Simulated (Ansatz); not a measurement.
**A crystal of cell content C5H3I2N at more than one level of theory**

Plane-wave PAW calculations in Ansatz, scalar-relativistic unless spin-orbit coupling is named; Γ-centred meshes, relaxations with the symmetry kept. Pressure is positive in compression. No spin polarisation at the first level.

Plane waves to 420 eV, a k mesh through Γ of 4×4×4 on the computed 11-atom cell and Gaussian smearing (0.02 eV); no spin polarisation.

Structure relaxed with PBE+D3(BJ):

Space group Fmm2 (No. 42). a = 6.735 Å, b = 17.029 Å, c = 6.136 Å, α = 90.00°, β = 90.00°, γ = 90.00°
```
atom site symmetry x y z
   H    8c m..  0.0000  0.8732  0.6310
   H    4a mm2  0.0000  0.0000  0.8384
   C    8c m..  0.0000  0.9333  0.3191
   C    8c m..  0.0000  0.9292  0.5459
   C    4a mm2  0.0000  0.0000  0.6600
   I    8c m..  0.0000  0.8278  0.1334
   N    4a mm2  0.0000  0.0000  0.2072
```

| level | cell | cutoff (eV) | k mesh | primitive cell | V (Å³/atom) | P (GPa; residual where relaxed) | gap on mesh (eV) |
| --- | --- | --- | --- | --- | --- | --- | --- |
| PBE+D3(BJ) | relaxed | 420 | 4×4×4 | a = 9.05 Å, b = 4.56 Å, c = 9.16 Å, α = 74.22°, β = 28.97°, γ = 76.80° | 16.0 | 0.01 | 2.84 |
| r2SCAN | relaxed | 500 | 4×4×4 | a = 9.23 Å, b = 4.70 Å, c = 9.36 Å, α = 73.80°, β = 29.26°, γ = 76.94° | 17.3 | 0.01 | 3.34 |

The start is a cell measured at 148 K (doi:10.1107/S0108270102014932), with 16.30 Å³ an atom; a static calculation leaves out thermal expansion, so the difference isn't the functional's error alone.

Spin-orbit coupling is left out.

Cost: 2 runs of about 4.7 core-minutes in all, on Arm Neoverse V2 (shared hosts).